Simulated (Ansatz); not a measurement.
InSb (zinc blende), conventional cell a = b = c = 6.6346 Å, α = β = γ = 90.00°. The calculation uses the primitive cell of 2 atoms, to which meshes and values per cell refer.

Two coordinates are scanned: the volume, and the ratio of the stretch along z (the conventional c axis) to the stretch across it. Atoms keep their fractional coordinates.

These are PBE (plane waves to 420 eV, PAW, scalar-relativistic; Ansatz, a first-principles code) values and carry that method's errors. k mesh 12×12×12 (Γ-centred), Fermi-Dirac smearing 0.05 eV. E stands for the smeared free energy. With partly filled bands, the response to shear is sensitive to the k mesh, so small differences along c/a are uncertain. At this level the bands of InSb touch or barely overlap; measurements give the solid a gap. InSb was relaxed with its symmetry unable to fall. Spin-orbit coupling is left out, though Sb is heavy. The zero of ΔE is the relaxed starting cell.

### Question
What ΔE (eV/atom) does the calculation give at all points of the grid V/V₀ = 0.920, 0.960, 1.000, 1.040, 1.080 by (c/a)/(c/a)₀ = 0.920, 0.960, 1.000, 1.040, 1.080?

### Answer
ΔE (eV/atom), with V/V₀ across and (c/a)/(c/a)₀ down:

| (c/a)/(c/a)₀ \ V/V₀ | 0.920 | 0.960 | 1.000 | 1.040 | 1.080 |
|---|---|---|---|---|---|
| 0.920 | 0.043 | 0.019 | 0.013 | 0.019 | 0.036 |
| 0.960 | 0.034 | 0.010 | 0.003 | 0.009 | 0.026 |
| 1.000 | 0.032 | 0.007 | 0.000 | 0.006 | 0.023 |
| 1.040 | 0.035 | 0.010 | 0.003 | 0.009 | 0.026 |
| 1.080 | 0.043 | 0.020 | 0.013 | 0.019 | 0.036 |

(A scan under strain: stresses follow from slopes of the energy per volume, elastic moduli from its curvatures.)
